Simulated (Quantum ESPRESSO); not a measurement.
# Strain and stress in SiAlGeON3

Calculated results; nothing here was measured. They come from pw.x of Quantum ESPRESSO 7.5, a plane-wave density functional program, with PseudoDojo standard norm-conserving files (v0.5 for PBE, v0.4.1 for LDA and PBEsol). The cells are made up: elements, strain and atom displacements were drawn at random, and nothing was relaxed. There is no spin polarisation, spin-orbit coupling or dispersion term.

The cell has 8 sites of a wurtzite lattice (rectangular cell). Sites 1 to 4 hold Si Al empty Ge; sites 5 to 8 hold O N N N. Cell vectors in Å: (3.084, -0.015, 0.020); (-0.027, 5.318, 0.001); (0.033, 0.001, 5.048). Settings: PBE, cutoff 1143 eV, 6 x 4 x 4 k mesh shifted by half a step, Fermi-Dirac smearing of 0.025 eV.

Each run adds a strain along z to one cell, with the atoms carried along; the vectors above are those of run 4. Stress is positive in tension and P is minus a third of its trace. E is the free energy for each atom above the lowest run shown. The last column is band 22 less band 21 at Gamma, from a band step after each run.

```
run  strain (%)  s_xx (GPa)  s_yy (GPa)  s_zz (GPa)  s_xy (GPa)  P (GPa)  E (meV/atom)  level step at Gamma (eV)
  1       -1.66        8.18        7.27        3.66       -2.69    -6.37          0.00                     1.752
  3       -0.44        8.52        7.77        8.09       -2.62    -8.13          5.25                     1.616
  4        0.34        8.71        8.07       10.67       -2.57    -9.15         10.68                     1.527
  5        1.40        8.94        8.44       13.90       -2.52   -10.43         20.24                     1.406
  6        1.84        9.03        8.59       15.16       -2.49   -10.93         24.97                     1.355
  7        2.12        9.09        8.68       15.92       -2.48   -11.23         28.13                     1.322
  2       -0.85           ?           ?           ?           ?        ?             ?                         ?
```

A rerun of one of these cells at 1437 eV and k mesh 8 x 6 x 6 moved values by no more than 0.002 eV in the cell's energy, 0.02 GPa in stress and 0.003 eV/Å in force.

## Worked fit

A parabola through the six runs shown gives s_zz = 9.57 + 3.31 e - 0.148 e² GPa, with e in per cent and a scatter of 0.01 GPa. The slope is a stiffness of 331 ± 2 GPa for each unit of this strain at e = 0. The atoms are clamped, and relaxing them would in general lower it. The error is the larger of the fit's own and the change that a cubic makes, rounded up.

## Withheld run

Question: what s_zz should run 2 give?

The fit gives 6.65 GPa. The calculation gave 6.65 GPa.

```
run,strain (%),s_xx (GPa),s_yy (GPa),s_zz (GPa),s_xy (GPa),P (GPa),E (meV/atom),level step at Gamma (eV)
2,-0.85,8.41,7.60,6.65,-2.64,-7.56,3.02,1.662
```